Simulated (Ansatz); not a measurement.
**BaTiO$_{3}$: reading a single point**

```xyz
10
Lattice="8.1195 0.0000 0.0000 0.0000 4.0597 0.0000 0.0000 0.0000 4.0597" Properties=species:S:1:pos:R:3 pbc="T T T"
Ba    2.0299    2.0299    2.0299
Ba    6.0896    2.0299    2.0299
Ti    0.0000    0.0000    0.0000
Ti    4.0597    0.0000    0.0000
O     2.0299    0.0000    0.0000
O     6.0896    0.0000    0.0000
O     0.0000    2.0299    0.0000
O     4.0597    2.0299    0.0000
O     0.0000    0.0000    2.0299
O     4.0597    0.0000    2.0299
```

The numbers come from plane-wave PAW DFT (Ansatz): r2SCAN, collinear spin, 500 eV, 3×6×6 Γ-centred k points, fermi-dirac occupations (width 0.1 eV). Nothing was relaxed.

The state carries no moments; the state need not be the lowest.

Charges: Bader charges in e: Ba +1.58, Ti +2.32, O -1.30. In the mean Ti gives up most and O takes most.
Band edges: Within 0.7 eV of the edges, the states project mainly on O p (95 %) below the gap and on Ti d (90 %) above it.
Electronic structure: The gap is 2.05 eV, indirect or between spins (the least direct gap found is 2.20 eV). A semilocal functional usually gives too small a gap.
Forces: The forces vanish by the symmetry of the sites.

Origin: a database entry at a rescaled volume. Caveats: the input typed no starting moments.
